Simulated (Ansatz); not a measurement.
NiOS, PdOS, PtOS: one prototype (Janus 1T monolayer), with Ni, Pd, Pt on the same site. Each was relaxed with r2SCAN in the PAW code Ansatz, and the gaps are read on those cells (d direct, i indirect). The cells were built from prototypes, so some may not be known phases; spin polarisation is off.

Question: Order them by the HSE06 gap, smallest first (an overlap counts as negative).
A. PdOS
B. NiOS
C. PtOS

Answer: B (1.31 eV), A (1.83 eV), C (2.50 eV).

Question: And by the lattice length a, shortest first.
A. PdOS
B. NiOS
C. PtOS

Answer: B (3.048 Å), A (3.290 Å), C (3.343 Å).

Spin-orbit coupling is left out, which matters wherever the heavy atoms make up the band edges.

The meshes of the hybrids are coarse, so their gaps aren't converged to the digits shown.
